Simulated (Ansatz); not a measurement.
A geometry of SnO2 away from equilibrium: step 13 of the relaxation of a relaxed SnO2 cell with one O and one Sn atom exchanged in a cell of 6 atoms. The numbers are results of PBE (plane waves to 420 eV, PAW, scalar-relativistic; Ansatz, an electronic-structure program), not measurements. Γ-centred k-mesh 5×5×7 on the run's cell (coarser than for final values), Fermi–Dirac smearing 0.05 eV.

```xyz
6
Lattice="5.3405 -0.1431 0.0000 -0.1431 5.3405 0.0000 0.0000 0.0000 3.4140" Properties=species:S:1:pos:R:3 pbc="T T T"
Sn    -0.2697    -0.2697     0.0000
O      2.6227     2.6227     1.7070
Sn     1.9936     1.9936     0.0000
O      4.4090     0.7099     1.7070
O      0.7099     4.4090     1.7070
O      3.5280     3.5280     0.0000
```

Question: Which atoms carry the largest force, and which way does it point?

Answer: 0.02 eV/Å, on O6 (atoms numbered as listed); on O6 its components are (-0.02, -0.02, 0.00).

Question: What is the pressure?

Answer: +3.1 GPa, compression positive.

Question: How far above the relaxed end point is this geometry?

Answer: 0.66 eV/atom; the path ends in Amm2 (No. 38).

No spin polarisation in the result. No dispersion correction is included, so spacings between layers, chains or molecules are soft and tend to come out too large.

The run could not lose the symmetry of its start: the end is stationary, and may be a saddle point rather than a minimum.

The end of the path is a generated cell of SnO2: the first start was made by placing the elements on the sites of a structure type, and the end was not matched to a known phase here, so it may be hypothetical. Known forms of SnO2 include space group No. 136.
